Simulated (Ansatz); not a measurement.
**Computed properties of Li**

Li:
```xyz
1
Lattice="0.0000 2.1883 2.1883 2.1883 0.0000 2.1883 2.1883 2.1883 0.0000" Properties=species:S:1:pos:R:3 pbc="T T T"
Li     0.0000     0.0000     0.0000
```

Space group Fm-3m (No. 225), fcc (Cu type); conventional cell a = b = c = 4.3766 Å, α = β = γ = 90.00°.

Method: the program Ansatz at the r²SCAN level (PAW). Structure relaxed to zero pressure with the same functional. Other levels are named where they apply.

**Cell and energy**

- Volume per atom = 20.96 Å³
- Density = 0.55 g/cm³

**Electronic structure**

* **Electronic character**: metallic (no gap)
* **Density of states at the Fermi level**: 0.48 states/eV per atom (mean over ±0.08 eV)

**Mechanics**

Bulk modulus (Birch–Murnaghan fit): 130 kbar
Pressure derivative B′: 3.3
Elastic constants (relaxed ions, GPa): C11 = 15.4, C12 = 11.8, C44 = 10.1
Mechanical stability: stable (all eigenvalues of C positive)
Hill bulk and shear moduli: 13.0 and 5.2 GPa
Young's modulus: 13.7 GPa
Poisson's ratio: 0.32
Debye temperature from the elastic constants: 371 K

**Phonons**

* **Dynamical stability on the path**: stable (no imaginary branch)
* **Zero-point energy**: 41.0 meV/atom
* **Vibrational entropy at 300 K**: 26.6 J/(K·mol of atoms)

A made-up cell: these elements were put on the sites of a structure type; the Crystallography Open Database files this formula in space group No. 225, but the cells were not matched. It is not the phase usual at ambient conditions (space group No. 229). The cell was relaxed with r²SCAN under the symmetry of its start. As this level gives no gap, shear constants depend on the k-mesh and smearing (Fermi–Dirac, 0.1 eV here). As this level gives no gap, phonon frequencies hold no LO–TO term and depend on the k-mesh and smearing (Fermi–Dirac, 0.1 eV here).

Potentials: the later of the program's two PAW sets.
